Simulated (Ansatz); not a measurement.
Method: m-r2SCAN, no spin polarisation; PAW, plane waves to 500 eV, 4×4×3 (shifted by 0.5, 0, 0 steps) mesh, fermi-dirac occupations (width 0.0487 eV) (Ansatz 0.2.0), atoms fixed.

Computed maps in the lattice plane spanned by a (left to right, 4.89 Å, 15 points from zero) and b (bottom to top, 5.05 Å, 15 points from zero), 96° apart, at height 0.429 along c. The fields are smooth PAW ones with compensation charges, not the true ones near nuclei.

Valence density. Digits on a logarithmic scale: 0 up to 0.03 e/Å³, each further digit a factor of 1.6, 9 from 1.3 e/Å³ up:
```
665544333345677
866554443456899
976555555569999
986678766679999
976799986679999
877999997679999
767999986567888
666799865555666
777676655455567
998655555555689
999654455556899
999654445556899
999644444556899
997543334445699
766543333344677
```

**Question.** The cell is Ru$_{2}$C. Which atoms lie within 0.2 Å of this plane, and where (fractions of a and b)?

**Answer.** Ru at (0.98, 0.20), Ru at (0.87, 0.71). The whole cell:
```
CELL_PARAMETERS angstrom
4.85447 0.51714 -0.26823
-0.98734 4.90986 0.63878
-0.09882 0.86464 5.96943
ATOMIC_POSITIONS crystal
Ru 0.14075 0.45676 0.98980
Ru 0.98088 0.20263 0.42929
Ru 0.86753 0.70865 0.42947
Ru 0.32631 0.61616 0.33221
Ru 0.68350 0.49029 0.12326
Ru 0.51525 0.59195 0.72059
Ru 0.54208 0.11693 0.64878
Ru 0.05861 0.94735 0.04016
C 0.19199 0.85079 0.62269
C 0.77073 0.23914 0.91483
C 0.89328 0.80938 0.75997
C 0.45930 0.14060 0.05824
```

Origin: a disordered cell, so it need not be a known compound. Caveats: many states at the Fermi level without spin polarisation, so a magnetic state may lie lower; the k mesh is coarse if the cell is a metal; atoms or cell far from equilibrium; m-r2SCAN is r2SCAN with a changed spin dependence that lowers moments.
